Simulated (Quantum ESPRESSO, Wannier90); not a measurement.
CsPbBr₃ (cubic perovskite): Wannier90 run

```xyz
5
Lattice="5.9486 0.0000 0.0000 0.0000 5.9486 0.0000 0.0000 0.0000 5.9486" Properties=species:S:1:pos:R:3 pbc="T T T"
Cs     0.0000     0.0000     0.0000
Pb     2.9743     2.9743     2.9743
Br     2.9743     2.9743     0.0000
Br     0.0000     2.9743     2.9743
Br     2.9743     0.0000     2.9743
```

Cell from Materials Project (mp-600089), symmetrised, no further relaxation. COD (Crystallography Open Database) records the formula in this space group. Ideal cubic forms of this type are often high-temperature phases that distort on cooling; symmetry holds the cell here, and its stability was not tested. Computed values, not measurements, from PBEsol: Quantum ESPRESSO (norm-conserving PseudoDojo potentials, cutoff 50 Ry, no spin polarisation, no spin-orbit coupling) on a Γ-centred 4×4×4 mesh, then Wannier90. Density: 6×6×6 mesh, cold smearing 0.01 Ry. Spin-orbit coupling is left out although heavy elements are present.

The lattice is scaled uniformly with fixed fractional positions, and at each scale an atom-like model (Cs s, Pb p, Br sp; disentangled, num_iter = 0) is made. Listed is the largest hopping of each kind of orbital pair shown, with the distance of the two functions' centres at scale 1; the mesh was not varied.

```tsv
scale	gap (eV)	modulus of t, Br3 pz–Pb2 pz at 2.97 Å (eV)
0.950	0.884	2.196
0.975	1.276	2.025
1.000	1.591	1.865
1.025	1.833	1.716
1.050	2.011	1.575
```

Task: With |t| ∝ d^(−η), find η for each hopping from the ends of the series, and the volume deformation potential of the gap at scale 1.

Result: 
- Br3 pz–Pb2 pz at 2.97 Å: η = −ln(1.575/2.196)/ln(1.050/0.950) = 3.3
Harrison's rules would take η = 2.0 for these pairs; they describe atomic orbitals, while these are orthogonalised and change shape with the volume.
Volume deformation potential of the gap: dE_g/d ln V = (1.833 − 1.276)/(3 ln(1.025/0.975)) = 3.7 eV. The slope changes along the series, so this value holds near scale 1 alone.
